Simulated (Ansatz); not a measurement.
# Eigenvalues along a path: SiO₂ (rutile type)

```yaml
crystal:
  lattice:
    - [4.23628, 0.00000, 0.00000]
    - [0.00000, 4.23628, 0.00000]
    - [0.00000, 0.00000, 2.69043]
  atoms:
    - { symbol: Si, position: [0.00000, 0.00000, 0.00000] }
    - { symbol: Si, position: [0.50000, 0.50000, 0.50000] }
    - { symbol: O, position: [0.30699, 0.30699, 0.00000] }
    - { symbol: O, position: [0.69301, 0.69301, 0.00000] }
    - { symbol: O, position: [0.80699, 0.19301, 0.50000] }
    - { symbol: O, position: [0.19301, 0.80699, 0.50000] }
```

The cell comes from a relaxation on PAW files under the same functional, begun from a prototype that needn't be the stable phase.

Level of theory: DFT with PBE, scalar-relativistic, in Ansatz 0.2.0; a Γ-centred 7×7×10 k mesh, Fermi–Dirac smearing of 0.1 eV, no spin polarisation. LAPW: all electrons, basis error target 1 meV/atom.

Path points, in fractions of the reciprocal vectors: Γ (0.000, 0.000, 0.000), X (0.000, 0.500, 0.000), M (0.500, 0.500, 0.000), Z (0.000, 0.000, 0.500), R (0.000, 0.500, 0.500), A (0.500, 0.500, 0.500). Levels in eV from the valence-band top; bands 13 to 32, counted from the lowest band of the run. The gap is 5.05 eV, the pressure -0.03 GPa.

```
# k(1/Å) point b13 b14 b15 b16 b17 b18 b19 b20 b21 b22 b23 b24 b25 b26 b27 b28 b29 b30 b31 b32
0.000 Γ -22.19 -18.74 -18.74 -18.57 -10.59 -6.21 -6.21 -5.92 -5.19 -4.95 -3.01 -3.01 -2.49 -0.85 -0.85 0.00 5.05 6.62 8.32 8.32
0.106 - -22.16 -18.95 -18.72 -18.41 -10.56 -6.40 -6.22 -5.81 -5.17 -4.79 -3.07 -3.00 -2.47 -0.96 -0.86 -0.04 5.14 6.67 8.32 8.33
0.212 - -22.09 -19.27 -18.69 -18.25 -10.45 -6.80 -6.17 -5.55 -5.11 -4.48 -3.21 -2.97 -2.44 -1.29 -0.88 -0.15 5.40 6.79 8.36 8.37
0.318 - -21.96 -19.61 -18.63 -18.16 -10.27 -7.26 -6.01 -5.21 -5.02 -4.17 -3.40 -2.92 -2.42 -1.76 -0.93 -0.34 5.76 6.98 8.42 8.45
0.424 - -21.79 -19.98 -18.55 -18.12 -10.04 -7.74 -5.74 -4.89 -4.83 -3.94 -3.63 -2.85 -2.43 -2.31 -0.98 -0.56 6.18 7.20 8.49 8.61
0.530 - -21.57 -20.34 -18.45 -18.13 -9.76 -8.21 -5.37 -4.73 -4.43 -3.86 -3.85 -2.87 -2.77 -2.47 -1.03 -0.78 6.62 7.39 8.59 8.81
0.636 - -21.31 -20.69 -18.36 -18.18 -9.43 -8.65 -4.91 -4.54 -4.10 -4.04 -4.01 -3.34 -2.69 -2.53 -1.06 -0.95 7.02 7.45 8.74 8.94
0.742 X -21.01 -21.01 -18.26 -18.26 -9.06 -9.06 -4.42 -4.42 -4.32 -4.32 -3.69 -3.69 -2.60 -2.60 -1.04 -1.04 7.32 7.32 8.91 8.91
0.848 - -21.00 -21.00 -18.30 -18.30 -9.00 -9.00 -4.48 -4.48 -4.31 -4.31 -3.65 -3.65 -2.62 -2.62 -1.07 -1.07 7.30 7.30 8.95 8.95
0.953 - -20.94 -20.94 -18.40 -18.40 -8.85 -8.85 -4.64 -4.64 -4.27 -4.27 -3.53 -3.53 -2.68 -2.68 -1.17 -1.17 7.24 7.24 9.07 9.07
1.059 - -20.86 -20.86 -18.54 -18.54 -8.62 -8.62 -4.87 -4.87 -4.20 -4.20 -3.36 -3.36 -2.77 -2.77 -1.32 -1.32 7.17 7.17 9.25 9.25
1.165 - -20.76 -20.76 -18.71 -18.71 -8.33 -8.33 -5.15 -5.15 -4.12 -4.12 -3.16 -3.16 -2.88 -2.88 -1.52 -1.52 7.11 7.11 9.45 9.45
1.271 - -20.66 -20.66 -18.88 -18.88 -8.04 -8.04 -5.42 -5.42 -4.03 -4.03 -3.00 -3.00 -2.93 -2.93 -1.76 -1.76 7.07 7.07 9.63 9.63
1.377 - -20.57 -20.57 -19.01 -19.01 -7.80 -7.80 -5.65 -5.65 -3.95 -3.95 -3.09 -3.09 -2.68 -2.68 -2.01 -2.01 7.04 7.04 9.76 9.76
1.483 M -20.54 -20.54 -19.06 -19.06 -7.70 -7.70 -5.74 -5.74 -3.92 -3.92 -3.13 -3.13 -2.53 -2.53 -2.16 -2.16 7.04 7.04 9.80 9.80
1.633 - -20.71 -20.49 -19.04 -18.90 -8.05 -7.69 -5.80 -5.36 -4.06 -3.89 -3.12 -3.00 -2.96 -2.55 -2.07 -1.79 6.97 7.12 9.65 9.78
1.783 - -21.06 -20.35 -19.00 -18.57 -8.71 -7.64 -5.94 -4.64 -4.33 -3.80 -3.58 -3.10 -2.77 -2.59 -1.84 -1.35 6.79 7.32 9.24 9.67
1.933 - -21.42 -20.11 -18.94 -18.28 -9.36 -7.52 -6.11 -4.61 -4.21 -3.99 -3.65 -3.08 -2.58 -2.57 -1.53 -0.95 6.52 7.41 8.72 9.41
2.082 - -21.74 -19.80 -18.86 -18.13 -9.90 -7.29 -6.24 -4.85 -4.81 -3.85 -3.47 -3.06 -2.45 -2.20 -1.25 -0.59 6.14 7.24 8.34 9.04
2.232 - -21.99 -19.44 -18.80 -18.14 -10.29 -6.92 -6.30 -5.33 -5.04 -4.17 -3.27 -3.03 -2.42 -1.57 -1.03 -0.29 5.66 6.94 8.21 8.68
2.382 - -22.14 -19.04 -18.75 -18.33 -10.52 -6.48 -6.28 -5.73 -5.15 -4.66 -3.09 -3.02 -2.46 -1.05 -0.89 -0.08 5.23 6.71 8.26 8.41
2.532 Γ -22.19 -18.74 -18.74 -18.57 -10.59 -6.21 -6.21 -5.92 -5.19 -4.95 -3.01 -3.01 -2.49 -0.85 -0.85 0.00 5.05 6.62 8.32 8.32
2.699 - -22.12 -18.70 -18.70 -18.56 -10.57 -6.16 -6.16 -5.85 -5.39 -5.03 -3.25 -3.25 -2.76 -0.89 -0.89 -0.06 5.33 6.99 8.62 8.62
2.866 - -21.93 -18.60 -18.60 -18.54 -10.50 -5.99 -5.99 -5.88 -5.63 -5.33 -3.86 -3.86 -3.40 -1.04 -1.04 -0.23 5.98 7.94 9.41 9.41
3.032 - -21.61 -18.55 -18.46 -18.46 -10.41 -6.39 -5.93 -5.73 -5.73 -5.28 -4.65 -4.65 -4.07 -1.28 -1.28 -0.52 6.70 9.07 9.97 10.45
3.199 - -21.19 -18.62 -18.29 -18.29 -10.30 -6.79 -6.71 -5.50 -5.50 -5.32 -5.32 -4.81 -4.63 -1.62 -1.62 -0.96 7.26 9.82 10.18 11.44
3.366 - -20.69 -18.82 -18.12 -18.12 -10.14 -7.74 -6.74 -6.12 -6.12 -5.14 -4.97 -4.97 -4.23 -2.02 -2.02 -1.51 7.68 9.79 10.76 12.06
3.533 - -20.15 -19.16 -18.01 -18.01 -9.84 -8.62 -6.55 -6.55 -6.51 -5.64 -4.61 -4.61 -3.57 -2.39 -2.39 -2.16 8.12 9.27 11.53 12.22
3.700 Z -19.62 -19.62 -17.96 -17.96 -9.33 -9.33 -6.70 -6.70 -6.12 -6.12 -4.44 -4.44 -2.87 -2.87 -2.56 -2.56 8.66 8.66 12.22 12.22
3.806 - -19.61 -19.61 -17.97 -17.97 -9.33 -9.33 -6.71 -6.71 -6.22 -6.22 -4.34 -4.34 -2.85 -2.85 -2.53 -2.53 8.66 8.66 11.73 11.73
3.912 - -19.58 -19.58 -18.00 -18.00 -9.33 -9.33 -6.79 -6.79 -6.40 -6.40 -4.11 -4.11 -2.80 -2.80 -2.42 -2.42 8.64 8.64 11.19 11.19
4.017 - -19.54 -19.54 -18.05 -18.05 -9.32 -9.32 -7.02 -7.02 -6.46 -6.46 -3.90 -3.90 -2.72 -2.72 -2.24 -2.24 8.61 8.61 10.67 10.67
4.123 - -19.49 -19.49 -18.11 -18.11 -9.29 -9.29 -7.32 -7.32 -6.43 -6.43 -3.79 -3.79 -2.59 -2.59 -2.02 -2.02 8.56 8.56 10.20 10.20
4.229 - -19.44 -19.44 -18.16 -18.16 -9.26 -9.26 -7.59 -7.59 -6.39 -6.39 -3.76 -3.76 -2.41 -2.41 -1.83 -1.83 8.51 8.51 9.82 9.82
4.335 - -19.40 -19.40 -18.20 -18.20 -9.22 -9.22 -7.78 -7.78 -6.36 -6.36 -3.78 -3.78 -2.26 -2.26 -1.71 -1.71 8.47 8.47 9.56 9.56
4.441 R -19.38 -19.38 -18.22 -18.22 -9.20 -9.20 -7.85 -7.85 -6.34 -6.34 -3.79 -3.79 -2.20 -2.20 -1.66 -1.66 8.45 8.45 9.47 9.47
4.547 - -19.38 -19.38 -18.22 -18.22 -9.32 -9.32 -7.74 -7.74 -6.36 -6.36 -3.72 -3.72 -2.21 -2.21 -1.65 -1.65 8.26 8.26 9.65 9.65
4.653 - -19.37 -19.37 -18.21 -18.21 -9.59 -9.59 -7.57 -7.57 -6.33 -6.33 -3.56 -3.56 -2.24 -2.24 -1.62 -1.62 7.90 7.90 9.98 9.98
4.759 - -19.36 -19.36 -18.20 -18.20 -9.87 -9.87 -7.54 -7.54 -6.12 -6.12 -3.45 -3.45 -2.22 -2.22 -1.57 -1.57 7.53 7.53 10.29 10.29
4.865 - -19.34 -19.34 -18.19 -18.19 -10.13 -10.13 -7.63 -7.63 -5.74 -5.74 -3.49 -3.49 -2.11 -2.11 -1.52 -1.52 7.23 7.23 10.54 10.54
4.971 - -19.33 -19.33 -18.18 -18.18 -10.32 -10.32 -7.75 -7.75 -5.29 -5.29 -3.68 -3.68 -1.93 -1.93 -1.48 -1.48 7.01 7.01 10.68 10.68
5.077 - -19.32 -19.32 -18.17 -18.17 -10.44 -10.44 -7.83 -7.83 -4.83 -4.83 -3.99 -3.99 -1.79 -1.79 -1.47 -1.47 6.88 6.88 10.71 10.71
5.183 A -19.32 -19.32 -18.17 -18.17 -10.48 -10.48 -7.87 -7.87 -4.46 -4.46 -4.32 -4.32 -1.73 -1.73 -1.47 -1.47 6.84 6.84 10.70 10.70
5.333 - -19.33 -19.32 -18.19 -18.16 -10.45 -10.35 -7.82 -7.78 -5.27 -4.51 -4.33 -3.64 -1.85 -1.81 -1.54 -1.43 6.91 6.93 10.68 10.79
5.482 - -19.38 -19.32 -18.22 -18.13 -10.37 -9.96 -7.69 -7.56 -6.17 -4.68 -4.35 -3.13 -2.09 -2.03 -1.74 -1.45 7.13 7.25 10.57 11.04
5.632 - -19.44 -19.36 -18.22 -18.09 -10.20 -9.41 -7.49 -7.26 -6.99 -4.97 -4.38 -2.95 -2.34 -2.28 -2.02 -1.60 7.46 7.81 10.29 11.40
5.782 - -19.51 -19.44 -18.16 -18.04 -9.97 -8.92 -7.49 -7.24 -6.96 -5.35 -4.41 -3.09 -2.57 -2.48 -2.33 -1.87 7.87 8.53 9.96 11.78
5.932 - -19.57 -19.53 -18.07 -18.00 -9.69 -8.96 -7.21 -6.98 -6.73 -5.77 -4.43 -3.52 -2.74 -2.61 -2.56 -2.19 8.27 8.90 10.19 12.06
6.082 - -19.61 -19.60 -17.99 -17.97 -9.44 -9.22 -6.78 -6.67 -6.52 -6.05 -4.44 -4.09 -2.84 -2.80 -2.57 -2.45 8.56 8.75 11.18 12.19
6.232 Z -19.62 -19.62 -17.96 -17.96 -9.33 -9.33 -6.70 -6.70 -6.12 -6.12 -4.44 -4.44 -2.87 -2.87 -2.56 -2.56 8.66 8.66 12.22 12.22
```
